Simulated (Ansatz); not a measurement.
# Property card for C

C:
```cif
data_C10
_chemical_formula_sum 'C10'
_space_group_name_H-M_alt 'Pn-3m :1'
_space_group_IT_number 224
_space_group_name_Hall 'P 4n 2 3 -1n'
_cell_length_a 4.83609
_cell_length_b 4.83609
_cell_length_c 4.83609
_cell_angle_alpha 90.000
_cell_angle_beta 90.000
_cell_angle_gamma 90.000
loop_
_atom_site_label
_atom_site_type_symbol
_atom_site_symmetry_multiplicity
_atom_site_Wyckoff_symbol
_atom_site_fract_x
_atom_site_fract_y
_atom_site_fract_z
_atom_site_occupancy
C1 C 2 a 0.00000 0.00000 0.00000 1
C2 C 8 e 0.17783 0.17783 0.17783 1
```

Space group Pn-3m (No. 224); conventional cell a = b = c = 4.8361 Å, α = β = γ = 90.00°.

Method: plane-wave PAW PBE (Ansatz code). The cell and atoms are relaxed at this level. Other levels are named where they apply.

**Cell and energy**

| Property | Value |
|---|---|
| Volume per atom | 11.31 Å³ |
| Density | 1.76 g/cm³ |

**Electronic structure**

| Quantity | Result |
|---|---|
| Band gap | 4.18 eV (indirect) |
| Valence-band maximum | at R |
| Conduction-band minimum | on the M–Γ line, 58 % of the way from M (12 equivalent valleys) |
| Smallest direct gap on the standard path | 4.51 eV |
| Electron effective mass | 2.3, 2.6, 3.3 mₑ (principal values) |

**Mechanics**

| Quantity | Value |
|---|---|
| Bulk modulus (Birch–Murnaghan fit) | 1670 kbar |
| Pressure derivative B′ | 3.8 |

The start of the workflow was typed in or built on a structure type; neither database checked (COD, Materials Project) lists it. It is not the phase usual at ambient conditions (space group No. 194, 227). The PBE relaxation kept the symmetry of its start; its stability against distortions is not shown here.

Potentials: the earlier of the program's two PAW sets.
